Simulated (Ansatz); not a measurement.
InPtCl₃: stable or not

The structure comes from a generated guess, relaxed at this level; another structure or a mixture of phases may lie lower.

These are results of DFT PBE, scalar-relativistic, plane waves, PAW in Ansatz, not measurements. Cutoff 420 eV, Γ-centred 8×8×8 mesh (5-atom cell), Gaussian smearing of 0.10 eV, no spin polarisation.

```xyz
5
Lattice="4.9721 0.0000 0.0000 0.0000 4.9721 0.0000 0.0000 0.0000 4.9721" Properties=species:S:1:pos:R:3 pbc="T T T"
In    2.4860    2.4860    2.4860
Pt    0.0000    0.0000    0.0000
Cl    0.0000    0.0000    2.4860
Cl    0.0000    2.4860    0.0000
Cl    2.4860    0.0000    0.0000
```

Formation energies are uncorrected and refer to the elements' standard structures at the same level (Cl₂ as a molecule).

Task: These tests were run: energy against the elements; elastic tensor. What do they show?

Result:

| test | result |
| --- | --- |
| energy against the elements | −0.49 eV/atom |
| elastic tensor | least eigenvalue 12 GPa |

It fails none of these tests outright. Whether a mixture of other phases lies lower isn't tested here. Phonons away from Γ weren't computed. Undecided within the accuracy: elastic tensor.

Spin–orbit coupling, which can matter for Pt, is left out. The run for the elastic tensor used an 8×8×8 k mesh and Fermi–Dirac smearing of 0.15 eV.
